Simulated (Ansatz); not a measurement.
BaNaH$_{6}$Ir, in the lowest of the structures calculated here: F-43m (No. 216), cF36; a = b = c = 7.7090 Å, α = β = γ = 90.00°; Na 4c (0.250, 0.250, 0.250); Ba 4d (0.750, 0.750, 0.750); H 24f (0.000, 0.000, 0.218); Ir 4a (0.000, 0.000, 0.000). Level of theory: PBEsol (plane waves to 420 eV, PAW, scalar-relativistic; Ansatz, a program for electronic structure). Element references, the lowest calculated here: Ir (Fm-3m), Ba (Im-3m), Na (P6₃/mmc, not the ambient form), H (Pa-3, a generated molecular cell); gases are represented by their molecular solids.

Total energies (eV/atom, σ → 0; comparable only within this code, potentials and settings):

| phase | E (eV/atom) |
|---|---|
| BaNaH6Ir (F-43m) | -2137.368 |
| Ir (Fm-3m) | -11799.034 |
| Ba (Im-3m) | -5862.610 |
| Na (P6₃/mmc) | -1475.870 |
| H (Pa-3) | -15.618 |

Task: What is the formation energy of this F-43m form of BaNaH6Ir from the elements?

Result: E_f = -2137.368 − [1 × (-5862.610) + 1 × (-1475.870) + 6 × (-15.618) + 1 × (-11799.034)] / 9 = -0.57 eV/atom (-5.1 eV per formula unit).

Static energies, no anion corrections, no zero-point energy. Values are rounded to 0.01 eV/atom. Spin-orbit coupling is missing from these energies, which matters for elements this heavy. The compounds carry no spin polarisation.
